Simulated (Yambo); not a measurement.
A free-standing PtSe₂ monolayer (symmetry P-3m1, slab cell 15.6 Å high), G0W0@PBEsol in Yambo with this input:

```
rim_cut
gw0
dyson
el_el_corr
HF_and_locXC
ppa
em1d
rim_w
RandQpts= 1000000
RandGvec= 2 Ry
CUTGeo= "slab z"
EXXRLvcs= 86 Ry
VXCRLvcs= 344 Ry
Chimod= "HARTREE"
% BndsRnXp
 29 | 206 |
%
NGsBlkXp= 6 Ry
% LongDrXp
 1.0 | 1.0 | 0.0 |
%
RandGvecW= 1000 mRy
PPAPntXp= 27.2114 eV
% GbndRnge
 1 | 206 |
%
GTermKind= "BG"
DysSolver= "n"
ExtendOut
```

On a 6×6×1 mesh, with wavefunctions cut at 86 Ry, the gap (Γ → (0, 0.167)) is 2.881 eV and the valence edge shifts by -0.937 eV.

Question: What happens with this change: pole fitted at 55 eV?

Answer: The gap falls by 0.063 eV, to 2.818 eV; the shift of the valence edge becomes -0.930 eV. Neither run is shown to be the converged limit. In the run with 206 bands and a 6 Ry block, which covers more k points, the smallest G0W0 gap is 2.80 eV, (0, 0.167) → (0, 0.167). The mesh misses a band edge: along a dense path the PBEsol gap is 1.22 eV against 1.49 eV on the mesh.

The standard potential for Se keeps a d shell in the valence without the s and p states of that shell. In tests on such compounds this moved G0W0 gaps by up to about 0.9 eV, so absolute quasiparticle energies here are unreliable; differences between settings are what counts.

Spin-orbit coupling is included.

Geometry relaxed with PBEsol; primitive cell a = b = 3.703 Å, c = 15.600 Å, α = β = 90.00°, γ = 120.00°.

A shift is the quasiparticle energy of the state minus its PBEsol energy.
